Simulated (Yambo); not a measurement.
```xyz
3
Lattice="0.0000 2.1796 2.1796 2.1796 0.0000 2.1796 2.1796 2.1796 0.0000" Properties=species:S:1:pos:R:3 pbc="T T T"
Be     3.2694     3.2694     3.2694
Be     1.0898     1.0898     1.0898
C      4.3592     4.3592     4.3592
```

The PBEsol cell relaxed from Materials Project entry mp-1569 was given an isotropic strain of +1 % on all lattice vectors, and the atoms were relaxed again.

Task: Where are the main features of Im ε from RPA with local fields on PBEsol bands shifted by a G0W0 scissor of 1.25 eV (Yambo; 16×16×16 mesh, 16 bands, 4 Ry local-field block, 0.2 eV broadening; field along x)?

Result: Peaks at 8.5 eV (20), heights in brackets. Peak heights and small wiggles depend on the k mesh. Convergence of the RPA response with its 16×16×16 mesh was not tested. The scissor comes from a G0W0 run whose convergence isn't established. No excitonic effects at this level.
